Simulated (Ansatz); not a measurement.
PbF2:
```yaml
crystal:
  lattice:
    - [0.00000, 2.98118, 2.98118]
    - [2.98118, 0.00000, 2.98118]
    - [2.98118, 2.98118, 0.00000]
  atoms:
    - { symbol: Pb, position: [0.00000, 0.00000, 0.00000] }
    - { symbol: F, position: [0.25000, 0.25000, 0.25000] }
    - { symbol: F, position: [0.75000, 0.75000, 0.75000] }
```

PBE+D3(BJ) (plane waves, PAW; program Ansatz) gives a gap of 4.42 eV without spin–orbit coupling, maximum at W, minimum at X.

What happens when spin–orbit coupling is switched on?

The gap falls by 0.38 eV, to 4.04 eV; maximum at W, minimum at X.

Give the electron effective mass with spin–orbit coupling.

0.57, 0.57, 2.8 mₑ (principal values).

Space group Fm-3m (fluorite). Symmetry was held in the PBE+D3(BJ) relaxation; phonons on a q-mesh show no instability.

Potentials: the later of the program's two PAW sets.
